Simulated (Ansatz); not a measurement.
A geometry of Te away from equilibrium: step 3 of the relaxation of a relaxed Te cell with every coordinate shifted by Gaussian noise of σ = 0.3 Å. All values below come from r2SCAN (plane waves to 500 eV, PAW, scalar-relativistic; Ansatz, an electronic-structure program). Γ-centred k-mesh 6×6×4 on the run's cell (coarser than for final values), Fermi–Dirac smearing 0.05 eV.

```xyz
3
Lattice="4.6415 -0.0106 0.0174 -2.3300 4.0369 -0.0210 0.0222 -0.0181 5.9628" Properties=species:S:1:pos:R:3:forces:R:3 pbc="T T T" free_energy=-20984.291 pressure_GPa=-1.0
Te     1.2919     0.2764     1.7443   -0.2188   -0.7066    0.1842
Te    -0.4917     0.9632     3.7801    0.0796    0.1708    0.1898
Te     1.8048     2.9144    -0.1060    0.1392    0.5358   -0.3740
```

Positions in Å, forces in eV/Å, free energy of the cell in eV (comparable only within this code, potentials and settings). Largest force: 0.76 eV/Å, on Te1 (atoms numbered as listed); the geometry lies 0.06 eV/atom above the end of its relaxation.

No spin polarisation in the result. Without a van der Waals term the distances between weakly bound units are poorly fixed.
